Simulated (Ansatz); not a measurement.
**Li: projected DOS by orbital**

```
CELL_PARAMETERS angstrom
1.55050 0.89518 7.58830
-1.55050 0.89518 7.58830
0.00000 -1.79036 7.58830
ATOMIC_POSITIONS crystal
Li 0.00000 0.00000 0.00000
Li 0.22200 0.22200 0.22200
Li 0.77800 0.77800 0.77800
```

Atoms are numbered in the order listed.

The structure is an experimental refinement, used without relaxation.

Level of theory: DFT, PBEsol, all-electron LAPW, scalar-relativistic in Ansatz 0.2.0.

The runs use a Γ-centred 12×12×12 k mesh, Fermi–Dirac smearing of 0.05 eV, basis error target 1 meV/atom, no spin polarisation.

States per eV for one atom of each kind, in 0.4 eV bins named by their centres, from the Fermi level, projected on a minimal set of Löwdin-orthogonalised atomic shells; orbitals are real harmonics on the Cartesian axes, equal curves share a column, and empty bins are left out, as is all above 2.7 eV, near the top of the computed bands.

Li1 2s:

```
# E all
-3.5 0.02
-3.1 0.13
-2.7 0.19
-2.3 0.23
-1.9 0.27
-1.5 0.30
-1.1 0.32
-0.7 0.34
-0.3 0.35
0.1 0.34
0.5 0.29
0.9 0.23
1.3 0.14
1.7 0.07
2.1 0.05
2.5 0.02
```

Li2 2s:

```
# E all
-3.5 0.02
-3.1 0.13
-2.7 0.19
-2.3 0.23
-1.9 0.27
-1.5 0.30
-1.1 0.32
-0.7 0.34
-0.3 0.37
0.1 0.34
0.5 0.25
0.9 0.17
1.3 0.17
1.7 0.11
2.1 0.08
2.5 0.02
```
